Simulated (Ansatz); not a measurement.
The start is a relaxed CsPbCl3 cell shaken by Gaussian noise of σ = 0.08 Å a coordinate. The cell and all atomic positions are relaxed at zero pressure with r2SCAN (plane waves to 500 eV, PAW, scalar-relativistic; Ansatz, a quantum-chemistry and plane-wave program). The first steps use a coarse 4×4×4 k-mesh.

Input geometry:
```
CsPbCl3
1.0
    4.03487     2.32953     6.35187
   -4.03487     2.32953     6.35187
    0.00000    -4.65907     6.35187
Cs Pb Cl
2 2 6
Cartesian
  0.01601  -0.03892   4.88773
  0.05680   0.03008  14.13901
  0.01015  -0.06580   0.11101
  0.13111   0.03810   9.68136
 -0.42801   2.40610  11.21275
 -1.72689  -1.66183  11.17169
  2.21854  -0.74863  11.13848
  0.64938  -2.35977   7.88912
  1.72929   1.62572   7.97833
 -2.27956   0.90269   7.87163
```

### Question
Which atoms feel the largest initial force, and how large is it?

### Answer
0.81 eV/Å, on Cl10 (atoms numbered as listed).

### Question
How much energy is released per atom?

### Answer
0.023 eV/atom.

### Question
How does the volume per atom move from start to end?

### Answer
-0.6 %, from 35.82 to 35.62 Å³/atom.

### Question
Does it find its way back to the structure it was made from?

### Answer
It does not go back: it reaches P-1 (No. 2), 0.002 eV/atom below the parent.

### Question
How do the shortest distances between atoms change?

### Answer
The closest pairs of elements (up to four, under 3.6 Å), start → end: Cl–Pb 2.62 → 2.86 Å; Cl–Cs 3.44 → 3.55 Å.

### Question
What band gap does the relaxed structure have at this level?

### Answer
2.68 eV, direct at Γ (no spin-orbit coupling).

### Question
Give the final cell and atomic positions.

### Answer

```
CELL_PARAMETERS angstrom
      7.85775     0.00000     0.00000
      0.00214     7.88548     0.00000
      3.91159     3.93073     5.74833
ATOMIC_POSITIONS crystal
  Cs 0.75196 0.75656 0.00021
  Cs 0.24804 0.24344 0.99979
  Pb 0.00000 0.50000 0.50000
  Pb 0.50000 0.00000 0.50000
  Cl 0.18708 0.80692 0.50545
  Cl 0.31614 0.31585 0.48780
  Cl 0.75470 0.23713 0.99995
  Cl 0.81292 0.19308 0.49455
  Cl 0.68386 0.68415 0.51220
  Cl 0.24530 0.76287 0.00005
```

Final values are on a 5×5×6 k-mesh of the relaxed cell. No spin polarisation in the result. Without spin-orbit coupling the bands of the heavy element are not split, so the gap can be far off.

The relaxed structure here is a generated cell of CsPbCl3: the first start was made by placing the elements on the sites of a structure type, and the end was not matched to a known phase here, so it may be hypothetical. Known forms of CsPbCl3 include space group No. 221.
